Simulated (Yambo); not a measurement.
A G0W0@LDA run in Yambo for K₂PdC₂ (space group P-3m1, No. 164) (3×3×2 Γ-centred k mesh, bands 5 to 220 and a 8 Ry block in the screening, 220 bands in G with the Bruneval-Gonze terminator, plasmon pole fitted at 27.2 eV) gives these matrix elements, in eV, at the band edges (A → (0, 0.333, -0.5)):

```tsv
state	E0	<Vxc>	<Σx>	<Σc(E0)>	Z
valence edge	0.000	-20.014	-24.063	3.293	0.763
conduction edge	1.678	-9.949	-6.217	-3.073	0.811
```

**Question.** Solve the linearised quasiparticle equation for both states, give the gap, and say how exchange and correlation each act on it.

**Answer.** E = E0 + Z(Σx + Σc − Vxc). Valence: 0.000 + 0.763 × (-24.063 + (3.293) − (-20.014)) = -0.58 eV. Conduction: 1.678 + 0.811 × (-6.217 + (-3.073) − (-9.949)) = 2.21 eV. The gap is 2.79 eV, against 1.68 eV in LDA. Replacing Vxc by bare exchange alone would open it by 7.78 eV; correlation takes back 6.37 eV of that, and Z scales what is left. Nearest settings tried, and what they do to the gap: 169 bands in W, 169 bands in G: -1 meV; 6 Ry block (213 vectors against 327): -21 meV; 3×3×4 mesh: -156 meV. So the settings aren't converged at that level. The k mesh is coarse. The mesh misses a band edge: along a dense path the LDA gap is 1.34 eV against 1.68 eV on the mesh. Spin-orbit splittings are left out.

Geometry of the Materials Project entry, not relaxed at this level; primitive cell a = b = 5.118 Å, c = 5.258 Å, α = β = 90.00°, γ = 120.00°.

The structure is a Materials Project entry; no match was found in the copy of COD used, and its stability was not checked.
